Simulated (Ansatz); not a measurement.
Guessed and relaxed cells of BeCoF4

Recipe of this trial structure of BeCoF4: ordered mixture on the cation sites of fluorite (P4/mmm, No. 123) (occupants of the shared sites, in ratio, Be: 1, Co: 1). The dimensions are guesses.

start.cif

```cif
data_structure
_symmetry_space_group_name_H-M 'P4/mmm'
_symmetry_Int_Tables_number 123
_cell_length_a 4.0631
_cell_length_b 4.0631
_cell_length_c 5.7461
_cell_angle_alpha 90.000
_cell_angle_beta 90.000
_cell_angle_gamma 90.000
_cell_volume 94.86
loop_
_atom_site_label
_atom_site_type_symbol
_atom_site_symmetry_multiplicity
_atom_site_Wyckoff_symbol
_atom_site_fract_x
_atom_site_fract_y
_atom_site_fract_z
_atom_site_occupancy
Be1 Be 1 a 0.00000 0.00000 0.00000 1
Co1 Co 1 d 0.50000 0.50000 0.50000 1
F1 F 4 i 0.50000 0.00000 0.25000 1
```

The calculation used DFT PBE, scalar-relativistic, plane waves, PAW (Ansatz). Cutoff 420 eV, Gaussian smearing, Γ-centred meshes. Cell and atoms relax first on a coarse mesh and then on a converged one. In between, the cell is made exact in the group found at 0.06 Å. The steps can't lower the symmetry of their start. Collinear spin, starting moments Co 3.0 μB.

end.cif

```cif
data_structure
_symmetry_space_group_name_H-M 'P4/mmm'
_symmetry_Int_Tables_number 123
_cell_length_a 3.3894
_cell_length_b 3.3894
_cell_length_c 4.8775
_cell_angle_alpha 90.000
_cell_angle_beta 90.000
_cell_angle_gamma 90.000
_cell_volume 56.03
loop_
_atom_site_label
_atom_site_type_symbol
_atom_site_symmetry_multiplicity
_atom_site_Wyckoff_symbol
_atom_site_fract_x
_atom_site_fract_y
_atom_site_fract_z
_atom_site_occupancy
Be1 Be 1 a 0.00000 0.00000 0.00000 1
Co1 Co 1 d 0.50000 0.50000 0.50000 1
F1 F 4 i 0.50000 0.00000 0.23406 1
```

The symmetry stays P4/mmm (No. 123). The volume per atom shrinks by 40.9 %, from 15.8 to 9.3 Å³. The shortest distance goes from 2.49 Å (Be–F and Co–F) to 2.04 Å (Be–F). The energy falls by about 0.71 eV/atom (the start's value is from the coarse mesh).

For BeCoF4, the volume per atom is 9.34 Å³. The density is 4.27 g/cm³. The formation energy is −1.938 eV/atom and the gap on the 8×8×6 mesh of the 6-atom cell is 1.43 eV. The net moment per atom is 0.50 μB. The moment by site is Co 2.6 μB.

Energies over the elements count from the elements' standard structures at the same level (F₂ as a molecule), with no fitted energy shifts. A negative formation energy is needed for stability but isn't enough: competing phases decide.

The last run used collinear spin and Gaussian smearing of 0.02 eV. Kohn–Sham gaps at this level usually fall short of measured ones. No Hubbard U is applied to the 3d shell of Co. Another magnetic order may lie lower. Symmetry constrained the relaxation, so the result can be a saddle point. In all, the 4 runs took 2.4 min on 1 thread of Intel(R) Xeon(R) Processor @ 2.70GHz, on a shared host. Site moments count only spheres around the atoms; the net moment includes the space between them.
